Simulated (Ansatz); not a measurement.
Below is a relaxed structure of LiS₃. The cell was found from a structure generator's guess, not taken from experiment.

These are results of DFT PBE, scalar-relativistic, plane waves, PAW (Ansatz 0.2.0), not measurements. Cutoff 420 eV, Γ-centred mesh, Gaussian smearing, no spin polarisation.

```
Li S
1.0
    -2.51349    2.51349    2.51349
     2.51349   -2.51349    2.51349
     2.51349    2.51349   -2.51349
Li S
1 3
Direct
  0.00000 0.00000 0.00000
  0.00000 0.50000 0.50000
  0.50000 0.00000 0.50000
  0.50000 0.50000 0.00000
```

Energies over the elements count from the elements' standard structures at the same level, with no fitted energy shifts.

(1) Find its symmetry and describe it.

(2) How far does it lie from the elements in energy?

(3) Is it a metal?

## Answers

(1) Im-3m (No. 229). Conventional cell: a = 5.027 Å. Li is surrounded by 6 S at 2.51 Å; around S lie 2 Li at 2.51 Å and 4 S at 2.51 Å.

(2) −0.23 eV/atom. Whether it is stable depends on the other phases of the system, which aren't compared here.

(3) Yes, bands cross the Fermi level on the 14×14×14 mesh.

The last run used a 14×14×14 mesh for its 4-atom cell and Gaussian smearing of 0.10 eV. An odd number of electrons in the primitive cell allows no gap without spin; a larger cell or a magnetic state could open one. The cell is a metal run without spin; a magnetic state may lie lower. The reference form of S is held partly by dispersion forces, which this level lacks. Symmetry constrained the relaxation, so the result can be a saddle point.
